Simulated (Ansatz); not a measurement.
Values for one crystal, relaxed and computed with PBEsol in the plane-wave PAW code Ansatz; other levels are named.

* **Volume per atom**: 15.32 Å³
* **Electronic character**: metallic (no gap)
* **Elastic constants (relaxed ions, GPa)**: C11 = 496, C12 = 173, C44 = 107
* **Density of states at the Fermi level**: 0.59 states/eV per atom (mean over ±0.08 eV)
* **Gap with spin–orbit coupling**: none (metallic)
* **Mechanical stability**: stable (all eigenvalues of C positive)
* **Young's modulus**: 330 GPa

Which compound is it?
A) Be, bcc (W type)
B) Li, bcc (W type)
C) Ru, bcc (W type)
D) Mo, bcc (W type)

D, Mo, bcc (W type)

Space group Im-3m (bcc (W type)). Symmetry was held in the PBEsol relaxation. The run is not spin-polarised. As this level gives no gap, shear constants depend on the k-mesh and smearing (Fermi–Dirac, 0.1 eV here). Scalar-relativistic: spin–orbit coupling is off unless named, which matters more the heavier the elements.

Potentials: the earlier of the program's two PAW sets. The files were generated under PBE; for other functionals the program regenerates the frozen cores, and for LDA and PBEsol the local potential too.
